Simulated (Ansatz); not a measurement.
Relaxed Al$_{2}$O$_{3}$ (corundum):

```
CELL_PARAMETERS angstrom
      2.40399     1.38794     4.37387
     -2.40399     1.38794     4.37387
      0.00000    -2.77589     4.37387
ATOMIC_POSITIONS crystal
  Al 0.35213 0.35213 0.35213
  Al 0.14787 0.14787 0.14787
  Al 0.64787 0.64787 0.64787
  Al 0.85213 0.85213 0.85213
  O  0.55616 0.94384 0.25000
  O  0.25000 0.55616 0.94384
  O  0.94384 0.25000 0.55616
  O  0.44384 0.05616 0.75000
  O  0.75000 0.44384 0.05616
  O  0.05616 0.75000 0.44384
```

A phonon eigenvector at Γ is frozen into this cell: atom i moves by Q times the vector below, so Q is the largest atomic displacement, in Å. The cell is held. It is one choice among 2 degenerate patterns.

```json
[
 {"atom": "Al1", "x": "0.117", "y": "-0.020", "z": "0.000"},
 {"atom": "Al2", "x": "-0.117", "y": "-0.020", "z": "0.000"},
 {"atom": "Al3", "x": "-0.117", "y": "0.020", "z": "0.000"},
 {"atom": "Al4", "x": "0.117", "y": "0.020", "z": "0.000"},
 {"atom": "O5", "x": "0.000", "y": "0.656", "z": "0.754"},
 {"atom": "O6", "x": "0.285", "y": "0.163", "z": "-0.377"},
 {"atom": "O7", "x": "-0.285", "y": "0.163", "z": "-0.377"},
 {"atom": "O8", "x": "0.000", "y": "-0.656", "z": "-0.754"},
 {"atom": "O9", "x": "-0.285", "y": "-0.163", "z": "0.377"},
 {"atom": "O10", "x": "0.285", "y": "-0.163", "z": "0.377"}
]
```

Method: PBE (plane waves to 420 eV, PAW, scalar-relativistic; Ansatz, an electronic-structure program). k mesh 8×8×8 (Γ-centred), Fermi-Dirac smearing 0.05 eV. E stands for the smeared free energy. Al2O3 was relaxed with its symmetry unable to fall. The PAW data are Ansatz's earlier set. ΔE is measured from the undisplaced structure.

```
Q (Å)    ΔE (meV/cell)
-------  -------------
-0.2800            921
-0.2333            639
-0.1867            409
-0.1400            230
-0.0933       withheld
-0.0467             25
0.0000               0
0.0467              25
0.0933        withheld
0.1400             230
0.1867             409
0.2333             639
0.2800             921
```

Task: Fit an even polynomial form (powers 2, 4) to the given rows and predict ΔE at Q = 0.0933.

Result: Least squares on the 11 given rows: ΔE = (11720)·Q² + (307.0)·Q⁴, in meV/cell with Q in Å; root-mean-square residual 0.3 meV/cell. At 0.0933 the fit gives 102 meV/cell; the calculation gives 102 meV/cell, the same to the digits shown. The quadratic term alone would give 102 meV/cell.

(A displaced cell: forces are minus the slopes of the energy, force constants its curvatures, and phonons follow from these.)
